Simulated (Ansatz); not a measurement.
# Magnetic orders of CoSi$_{3}$

These are results of DFT PBE, scalar-relativistic, plane waves, PAW (Ansatz 0.2.0), not measurements.

```cif
data_structure
_symmetry_space_group_name_H-M 'P 1'
_symmetry_Int_Tables_number 1
_cell_length_a 4.1696
_cell_length_b 4.1696
_cell_length_c 4.1696
_cell_angle_alpha 60.000
_cell_angle_beta 60.000
_cell_angle_gamma 60.000
_cell_volume 51.26
loop_
_atom_site_label
_atom_site_type_symbol
_atom_site_fract_x
_atom_site_fract_y
_atom_site_fract_z
_atom_site_occupancy
Si1 Si 0.25000 0.25000 0.25000 1
Si2 Si 0.75000 0.75000 0.75000 1
Si3 Si 0.50000 0.50000 0.50000 1
Co1 Co 0.00000 0.00000 0.00000 1
```

```
plane-wave cutoff                               : 420 eV
Γ-centred k-mesh                                : 12×12×12
occupation rule                                 : Gaussian smearing, 0.1 eV
list of starting moments (μB, in atom order)    : 0 0 0 2
check for lower electronic states after the SCF : off
```

Each order was relaxed in cell and atoms. Site moments are spin moments in atom-centred spheres that scale with the neighbour distance. The states are those that the runs reached from these starts; a lower one can exist. No antiferromagnetic start is among these.

Problem. Order the starts by the energy of the state that they reach, lowest first.
A. no spin
B. ferromagnetic

Solution. B (0.00 meV/atom), A (0.38 meV/atom).

```csv
start,ends,energy above lowest (meV/atom),site moments (μB),gap on mesh (eV),volume (Å³/atom)
no spin,non-magnetic,0.38,none over 0.05,metal,12.81
ferromagnetic,ferromagnetic,0.00,Co +0.22,metal,12.81
```

Cost: 2 runs of about 1 core-minutes in all, on Intel Xeon Platinum 8259CL (Skylake/Cascade Lake) (shared hosts).